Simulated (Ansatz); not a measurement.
A plane-wave DFT run in Ansatz 0.2.0 (scalar-relativistic PAW potentials unless the input names others): input and command.

```yaml
crystal:
  lattice:
    - [2.88765147, 0.0, 0.0]
    - [-1.443825735, 2.5007795303, 0.0]
    - [0.0, 0.0, 24.4310302087]
  atoms:
    - { symbol: Au, position: [0.6666666667, 0.3333333333, 0.3069866451] }
    - { symbol: Au, position: [0.3333333333, 0.6666666667, 0.4034933225] }
    - { symbol: Au, position: [0.0, 0.0, 0.5] }
    - { symbol: Au, position: [0.6666666667, 0.3333333333, 0.5965066775] }
    - { symbol: Au, position: [0.3333333333, 0.6666666667, 0.6930133549] }
basis:
  ecutwfc: 420
kpoints:
  mp_grid: { grid: [12, 12, 1] }
hamiltonian:
  xc: pbesol
scf:
  occupations: { method: gaussian, width: 0.1 }
  mixing: { algorithm: anderson, beta: 0.001, ndim: 1 }
  max_iter: 75
output:
  forces: true
  eigenvalues: true
  stress: true
efield:
  axis: 3
  dipole_correction: true
  ramp_width: 0.04
```

```bash
ansatz run input.yaml --threads 8 --pin off --max-ram 14336MiB --backend cpu --events-out ev --progress --plain --runs-dir out
```

Abridged log:
```
Pseudopotentials: kind: paw
Pseudopotential: Au, paw, valence charge 19, recommended cutoff 420 eV (normal)
Functional definition: PBEsol
Crystal: 5 atoms, lattice volume = 176.426 Å³
Basis set: ecut = 420 eV, 3429 PW (Γ), exchange–correlation on 40×40×360 points (8 copies of the dense FFT grid, shifted against one another)
Bands: 57, of which v1, the nominal top of the filled ones, is band 48 counted from 1 (47 counted from 0)
Symmetry: 6 space group operations
k-points: 19 of 144 (time reversal used)
Initial density: superposition of atomic densities (neutral atoms: chi_scale 0, normalization atom), corrected by the library's trained network
Initial wavefunctions: pseudopotential atomic-orbital guess
Functional: x = pbesol(κ = 0.804, μ = 0.12345679), c = pbesol(β = 0.046)
SCF iter   1: F=—  HF=-65034.617013 eV  |F-HF|=—  |Δ(HF+E_count)|=         —  Δρ=6.09e-3  dr2=5.12e-1  ethr=1.77e-3  p=0.000 e·Å  D=3.14e-13 V/Å  ΔV_dip= 0.00 eV  dr2_dipole=1.17e-8  V_vac-E_F(+/−)=4.85/4.85 eV  ⟨swp⟩=8.3  Hψ=4531  notcnv=0  defer=19
efield: sawtooth ramp at fractional position 0.9800 (placed from the atoms, in the widest stretch of the axis that holds none; the zero of the levels goes with the place), width 0.0400; the density the first Hamiltonian is built on has a dipole p = 0.000 e·Å; the dipole correction subtracts the counter field D = 3.14e-13 V/Å, which shifts the + side's vacuum level by  0.00 eV against the − side's; the planar-averaged density in the ramp window peaks in size at 2.1e-5 e/Å³
SCF iter   2: F=—  HF=-65034.626254 eV  |F-HF|=—  |Δ(HF+E_count)|=   9.24e-3  Δρ=6.29e-3  dr2=5.26e-1  ethr=5.39e-4  p= 0.000 e·Å  D=-7.17e-9 V/Å  ΔV_dip=0.00 eV  dr2_dipole=1.35e-10  V_vac-E_F(+/−)=4.85/4.85 eV  ⟨swp⟩=1.2  Hψ=1257  notcnv=0  defer=22
SCF iter   3: F=—  HF=-65034.627377 eV  |F-HF|=—  |Δ(HF+E_count)|=   1.12e-3  Δρ=6.28e-3  dr2=5.24e-1  ethr=5.39e-4  p= 0.000 e·Å  D=-6.96e-9 V/Å  ΔV_dip=0.00 eV  dr2_dipole=2.80e-11  V_vac-E_F(+/−)=4.85/4.85 eV  ⟨swp⟩=1.0  Hψ=1033  notcnv=0  defer=22
SCF iter   4: F=—  HF=-65034.627522 eV  |F-HF|=—  |Δ(HF+E_count)|=   1.45e-4  Δρ=6.27e-3  dr2=5.23e-1  ethr=5.39e-4  p= 0.000 e·Å  D=-6.85e-9 V/Å  ΔV_dip=0.00 eV  dr2_dipole=5.78e-12  V_vac-E_F(+/−)=4.85/4.85 eV  ⟨swp⟩=1.0  Hψ=1033  notcnv=0  defer=22
SCF iter   5: F=—  HF=-65034.627483 eV  |F-HF|=—  |Δ(HF+E_count)|=   3.88e-5  Δρ=6.26e-3  dr2=5.22e-1  ethr=5.39e-4  p= 0.000 e·Å  D=-6.96e-9 V/Å  ΔV_dip=0.00 eV  dr2_dipole=2.83e-12  V_vac-E_F(+/−)=4.85/4.85 eV  ⟨swp⟩=1.0  Hψ=1033  notcnv=0  defer=22
SCF iter   6: F=—  HF=-65034.627391 eV  |F-HF|=—  |Δ(HF+E_count)|=   9.27e-5  Δρ=6.25e-3  dr2=5.21e-1  ethr=5.39e-4  p= 0.000 e·Å  D=-6.83e-9 V/Å  ΔV_dip=0.00 eV  dr2_dipole=5.80e-13  V_vac-E_F(+/−)=4.85/4.85 eV  ⟨swp⟩=1.0  Hψ=1033  notcnv=0  defer=22
SCF iter   7: F=—  HF=-65034.627283 eV  |F-HF|=—  |Δ(HF+E_count)|=   1.08e-4  Δρ=6.25e-3  dr2=5.19e-1  ethr=5.39e-4  p= 0.000 e·Å  D=-6.95e-9 V/Å  ΔV_dip=0.00 eV  dr2_dipole=9.72e-14  V_vac-E_F(+/−)=4.85/4.85 eV  ⟨swp⟩=1.0  Hψ=1033  notcnv=0  defer=22
SCF iter   8: F=—  HF=-65034.627169 eV  |F-HF|=—  |Δ(HF+E_count)|=   1.14e-4  Δρ=6.24e-3  dr2=5.18e-1  ethr=5.39e-4  p= 0.000 e·Å  D=-6.82e-9 V/Å  ΔV_dip=0.00 eV  dr2_dipole=2.29e-13  V_vac-E_F(+/−)=4.85/4.85 eV  ⟨swp⟩=1.0  Hψ=1033  notcnv=0  defer=22
   ...
SCF iter  31: F=—  HF=-65034.624745 eV  |F-HF|=—  |Δ(HF+E_count)|=   9.85e-5  Δρ=6.01e-3  dr2=4.90e-1  ethr=5.17e-4  p= 0.000 e·Å  D=-7.61e-9 V/Å  ΔV_dip=0.00 eV  dr2_dipole=1.59e-12  V_vac-E_F(+/−)=4.87/4.87 eV  ⟨swp⟩=1.0  Hψ=1033  notcnv=0  defer=22
SCF iter  32: F=—  HF=-65034.624605 eV  |F-HF|=—  |Δ(HF+E_count)|=   1.40e-4  Δρ=6.00e-3  dr2=4.89e-1  ethr=1.05e-6  p= 0.000 e·Å  D=-7.48e-9 V/Å  ΔV_dip=0.00 eV  dr2_dipole=1.09e-14  V_vac-E_F(+/−)=4.87/4.87 eV  ⟨swp⟩=9.5  Hψ=3473  notcnv=0
Mixer restart at iter 32: flushing history
iteration 32: the SCF's residuals had fallen too slowly under its mixing. It goes on by minimising its free energy, and can end on another state than longer mixing would; under `scf.algorithm: density_mixing` no SCF does so, but by `scf.convergence.dm_fallback`
SCF iter  33: F=—  HF=-65034.617908 eV  |F-HF|=—  |Δ(HF+E_count)|=   6.70e-3  Δρ=6.49e-3  dr2=1.65e-1  ethr=1.05e-6  p=0.000 e·Å  D=2.88e-5 V/Å  ΔV_dip= 0.00 eV  dr2_dipole=1.65e-6  V_vac-E_F(+/−)=5.37/5.37 eV  ⟨swp⟩=10.1  Hψ=9418  notcnv=0
SCF iter  34: F=—  HF=-65034.592373 eV  |F-HF|=—  |Δ(HF+E_count)|=   2.55e-2  Δρ=1.57e-3  dr2=4.18e-2  ethr=1.05e-6  p=0.000 e·Å  D=2.06e-4 V/Å  ΔV_dip=-0.01 eV  dr2_dipole=7.33e-5  V_vac-E_F(+/−)=5.45/5.46 eV  ⟨swp⟩=8.7  Hψ=6719  notcnv=0
SCF iter  35: F=—  HF=-65034.587980 eV  |F-HF|=—  |Δ(HF+E_count)|=   4.39e-3  Δρ=3.80e-4  dr2=4.21e-4  ethr=1.05e-6  p=0.000 e·Å  D=1.45e-5 V/Å  ΔV_dip= 0.00 eV  dr2_dipole=2.07e-7  V_vac-E_F(+/−)=5.34/5.34 eV  ⟨swp⟩=7.2  Hψ=6102  notcnv=0
SCF iter  36: F=—  HF=-65034.587889 eV  |F-HF|=—  |Δ(HF+E_count)|=   9.09e-5  Δρ=1.04e-5  dr2=4.04e-7  ethr=4.43e-7  p=0.000 e·Å  D=1.38e-5 V/Å  ΔV_dip= 0.00 eV  dr2_dipole=1.18e-8  V_vac-E_F(+/−)=5.34/5.34 eV  ⟨swp⟩=4.3  Hψ=2915  notcnv=0
SCF iter  37: F=-65034.587889 eV  HF=-65034.587889 eV  |F-HF|=8.78e-9  |Δ(HF+E_count)|=   3.27e-8  Δρ=1.77e-6  dr2=9.97e-9  ethr=1.05e-10  p= 0.000 e·Å  D=-9.02e-8 V/Å  ΔV_dip=0.00 eV  dr2_dipole=1.84e-11  V_vac-E_F(+/−)=5.34/5.34 eV  ⟨swp⟩=4.0  Hψ=4616  notcnv=0
SCF iter  38: F=-65034.587889 eV  HF=-65034.587889 eV  |F-HF|=8.77e-9  |Δ(HF+E_count)|=  4.37e-11  Δρ=1.78e-6  dr2=9.99e-9  ethr=1.05e-11  p= 0.000 e·Å  D=-9.02e-8 V/Å  ΔV_dip=0.00 eV  dr2_dipole=1.85e-11  V_vac-E_F(+/−)=5.34/5.34 eV  ⟨swp⟩=2.7  Hψ=4922  notcnv=0
SCF 1 converged in 38 iterations: F = -65034.587889 eV  dr2 = 9.99e-9
SCF converged after 38 iterations
Free energy (F): -65034.587889 eV
Harris-Foulkes:  -65034.587889 eV  (|F-HF|=8.77e-9)
Internal energy: -65034.576266 eV  (E = F + TS)
E sigma→0 (E₀):  -65034.582077 eV
Entropy (-TS):   -0.011623 eV (-2.325 meV/atom)
Fermi energy:    7.035190 eV
Dipole field:    D = 0.000006 V/Å  (p = 0.000006 e·Å, saw-weighted, corrected)
Work function:   Φ+ = 5.3381 eV   Φ− = 5.3383 eV
Levels:          The Fermi level and band energies are counted from a zero that moves with the ramp; work functions are not
--- Forces (eV/Å), atoms counted from 1 ---
  atom   1  Au     0.00000000     0.00000000    -0.07845269
  atom   2  Au     0.00000000     0.00000000     0.16331782
  atom   3  Au     0.00000000     0.00000000    -0.00000515
  atom   4  Au     0.00000000     0.00000000    -0.16331847
  atom   5  Au     0.00000000     0.00000000     0.07846725
--- Stress (GPa, compression-positive) ---
       -2.788360       0.000000       0.000000
        0.000000      -2.788360       0.000000
        0.000000       0.000000      -0.027459
  P = ⅓ Tr σ = -1.8681 GPa (-18.681 kbar)
```

One setting here is risky: scf.mixing: left out → {"algorithm": "anderson", "beta": 0.001, "ndim": 1} (in general: mixing far too weak). For this cell it did little harm: the run converged in 38 SCF iterations (reference: 9) with the reference's energy to 0.01 meV/atom, pressure -1.87 GPa, largest force 0.163 eV/Å, no gap on the mesh. A reference run of the same geometry without this change converged with pressure -1.87 GPa, largest force 0.163 eV/Å, no gap on the mesh.

Pressures are averaged over the cell with its vacuum.

Spin-orbit coupling is left out, which matters for the bands of heavy elements.

Time: 15 s on 8 threads of Intel(R) Xeon(R) Platinum 8488C (Sapphire Rapids) (shared host), peak memory 1.1 GiB.
